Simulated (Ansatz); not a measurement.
**SnSe (P4/nmm), a vibration from a frozen displacement**

Level of theory: DFT r2SCAN, scalar-relativistic, plane waves, PAW (Ansatz). Settings: plane waves to 500 eV, k-mesh 6×6×4 (Γ-centred), Gaussian smearing 0.05 eV. No spin polarisation. Energies are free energies at this smearing, counted from the undisturbed cell; pressure is positive in compression.

The starting cell (relaxed at this level; this form isn't the usual structure):

```
Sn Se
1.0
     4.28609    0.00000    0.00000
     0.00000    4.28609    0.00000
     0.00000    0.00000   10.98985
Sn Se
2 2
Direct
  0.50000 0.00000 0.37139
  0.00000 0.50000 0.62861
  0.50000 0.00000 0.61509
  0.00000 0.50000 0.38491
```

The cell holds layers and no dispersion correction was added, so their binding is poorly described.

Atom 1 (Sn) is moved by x along the Cartesian unit vector (0.000, 0.000, 1.000); the cell and all other atoms stay fixed. The cell's volume is 201.89 Å³; the moved atoms weigh 118.710 u together and the others 276.652 u.

| x (Å) | ΔE (meV/cell) | total force on the moved atoms along the move (eV/Å) | pressure (GPa) |
| --- | --- | --- | --- |
| -0.2000 | 108.97 | 0.9702 | -0.9842 |
| -0.1500 | 64.83 | 0.7902 | -0.7709 |
| -0.1000 | 30.57 | 0.5736 | -0.5408 |
| -0.0500 | 8.18 | 0.3141 | -0.2911 |
| 0.0000 | 0.00 | 0.0042 | -0.0184 |
| 0.0500 | 8.75 | -0.3649 | 0.2814 |
| 0.1000 | 37.65 | -0.8033 | 0.6128 |
| 0.1500 | 90.44 | -1.3230 | 0.9813 |
| 0.1750 | 127.15 | -1.6178 | 1.1814 |
| 0.2000 | 171.55 | -1.9383 | 1.3932 |

**Question.** What frequency belongs to this motion?

**Answer.** The force constant is k = −dF/dx = 6.790 eV/Å², from the parabola through x = -0.0500, 0 and 0.0500. In every cell the moved atoms swing against the rest, so the mass is μ = m₁m₂/(m₁ + m₂) = 83.067 u, and ν̃ = 521.5 cm⁻¹ × √(|k|/μ) = 149 cm⁻¹. The pattern needn't be a normal mode: ν̃² is then a weighted mean of the squared nonzero frequencies at the zone centre of this cell, taken without macroscopic field, so it lies between the lowest and the highest of them.

**Question.** How far does the harmonic law reach?

**Answer.** At x = -0.200 Å, kx²/2 = 135.80 meV against the computed 108.97 meV (-19.8 %): the well softens in this direction at large amplitude.